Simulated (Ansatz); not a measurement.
Here is the system:

KI:
```yaml
crystal:
  lattice:
    - [0.00000, 3.40873, 3.40873]
    - [3.40873, 0.00000, 3.40873]
    - [3.40873, 3.40873, 0.00000]
  atoms:
    - { symbol: K, position: [0.00000, 0.00000, 0.00000] }
    - { symbol: I, position: [0.50000, 0.50000, 0.50000] }
```

This is the LDA-relaxed structure.

Problem. All from plane-wave PAW LDA (Ansatz code), unless another level is named. Estimate the Poisson's ratio.

Solution. 0.30.

Problem. Next, the zero-point energy?

Solution. 15.4 meV/atom.

Space group Fm-3m (rock salt). The cell was relaxed with LDA under the symmetry of its start; phonons on a q-mesh show no instability. Scalar-relativistic: spin–orbit coupling is off unless named, which matters more the heavier the elements.

Potentials: the later of the program's two PAW sets.
